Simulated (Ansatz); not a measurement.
**BiTe and the effect of the functional**

The cell as given:

```
Bi Te
1.0
     0.00000    3.23500    3.23500
     3.23500    0.00000    3.23500
     3.23500    3.23500    0.00000
Bi Te
1 1
Direct
  0.00000 0.00000 0.00000
  0.50000 0.50000 0.50000
```

Kept alike: task relaxation of cell and atoms; k mesh 7 × 7 × 7; occupations fermi-dirac, width 0.05 eV; no spin polarisation. Program: Ansatz, Ansatz PAW. Cutoffs run from 420 to 500 eV. The mesh is that of the run's cell of 2 atoms. No spin-orbit coupling.

| functional | volume (Å³/atom) |
| --- | --- |
| BLYP | 37.254 |
| LDA | 32.104 |
| PBE | 34.513 |
| PBEsol | 32.839 |
| RPBE | 35.510 |
| r2SCAN | 33.928 |
| revPBE | 35.213 |

The relaxations keep at least the cell's symmetry (Fm-3m). For a metal such a mesh leaves the last digits unconverged. Relaxations stop with a little pressure left, so the last digits of a volume or edge aren't settled. All rows use potentials made for PBE.

The volume runs from 32.104 (LDA) to 37.254 Å³/atom (BLYP). From PBE: BLYP +2.741; LDA -2.409; PBEsol -1.674; RPBE +0.997; r2SCAN -0.585; revPBE +0.700.
